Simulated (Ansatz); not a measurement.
**SiO₂, one structure, two calculations**

Cell: a COD entry whose atoms were relaxed with PBE, the cell held.

Space group P4_12_12 (No. 92); a = 4.9727, c = 6.9257 Å.

```
site  Wyckoff  site symmetry       x       y       z
  Si       4a            ..2  0.3055  0.3055  0.0000
   O       8b              1  0.2365  0.1167  0.1852
```

One atom of each set is listed.

First run. Level of theory: DFT, PBE, plane waves and PAW, scalar-relativistic, 420 eV cutoff, Γ-centred 6×6×5 k-points, Fermi–Dirac smearing 0.02 eV (Ansatz 0.2.0).

```tsv
site	V_zz (10²¹ V/m²)	η
Si	-0.40	0.90
O	9.45	0.19
```

Second run. The same atoms and settings, except that the functional is r2SCAN and the cutoff is 500 eV.

(1) Given the first result, estimate the second.

Results:

(1) 

| site | V_zz | η | change of V_zz |
| --- | --- | --- | --- |
| Si | -0.40 | 0.84 | 0.00 |
| O | 9.33 | 0.19 | -0.12 |

The largest change of V_zz is on O, from 9.45 to 9.33. In per cent, |V_zz| changes by -1 on O (all sites that start above 0.5).

For the second run: The largest force is 0.3 eV/Å, so the atoms aren't at the calculated equilibrium and relaxing them would move these values.
